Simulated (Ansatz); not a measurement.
Starting cell, PbS (rock salt):

```xyz
4
Lattice="0.0000 6.0089 6.0089 3.0045 3.0045 6.0089 3.0045 3.0045 0.0000" Properties=species:S:1:pos:R:3 pbc="T T T"
S      0.0000     0.0000     0.0000
S      3.0045     6.0089     3.0045
Pb     3.0045     3.0045     3.0045
Pb     3.0045     6.0089     6.0089
```

The atoms are displaced by Q × the pattern below (from a DFPT mode at X = (0.5, 0.5, 0.0), largest move 1; Q in Å), at fixed cell. It is one choice among 2 degenerate patterns. (q is in reciprocal vectors of the primitive cell; the cell shown is doubled to hold the pattern.)

| atom | x | y | z |
|---|---|---|---|
| S1 | 0.000 | -1.000 | 0.000 |
| S2 | 0.000 | 1.000 | 0.000 |
| Pb3 | 0.000 | 0.013 | 0.000 |
| Pb4 | 0.000 | -0.013 | 0.000 |

Calculation: PBE (plane waves to 420 eV, PAW, scalar-relativistic; Ansatz, a program for electronic structure). k mesh 10×10×10 (Γ-centred), Fermi-Dirac smearing 0.05 eV. E stands for the smeared free energy. PbS was relaxed with its symmetry unable to fall. Spin-orbit coupling is left out, though Pb is heavy. ΔE is measured from the undisplaced structure.

```json
[
 {"Q (Å)": "-0.180", "ΔE (meV/cell)": "31.1"},
 {"Q (Å)": "-0.150", "ΔE (meV/cell)": "20.8"},
 {"Q (Å)": "-0.120", "ΔE (meV/cell)": "12.9"},
 {"Q (Å)": "-0.090", "ΔE (meV/cell)": "withheld"},
 {"Q (Å)": "-0.060", "ΔE (meV/cell)": "3.1"},
 {"Q (Å)": "-0.030", "ΔE (meV/cell)": "0.8"},
 {"Q (Å)": "0.000", "ΔE (meV/cell)": "0.0"},
 {"Q (Å)": "0.030", "ΔE (meV/cell)": "0.8"},
 {"Q (Å)": "0.060", "ΔE (meV/cell)": "3.1"},
 {"Q (Å)": "0.090", "ΔE (meV/cell)": "withheld"},
 {"Q (Å)": "0.120", "ΔE (meV/cell)": "12.9"},
 {"Q (Å)": "0.150", "ΔE (meV/cell)": "20.8"},
 {"Q (Å)": "0.180", "ΔE (meV/cell)": "31.1"}
]
```

### Question
Fit an even polynomial form (powers 2, 4) to the given rows and predict ΔE at Q = 0.090.

### Answer
Least squares on the 11 given rows: ΔE = (845.1)·Q² + (3539)·Q⁴, in meV/cell with Q in Å; root-mean-square residual 0.02 meV/cell. At 0.090 the fit gives 7.1 meV/cell; the calculation gives 7.0 meV/cell, so the interpolation is off by 0.1 (+1.4 %). The quadratic term alone would give 6.8 meV/cell.

(A displaced cell: forces are minus the slopes of the energy, force constants its curvatures, and phonons follow from these.)
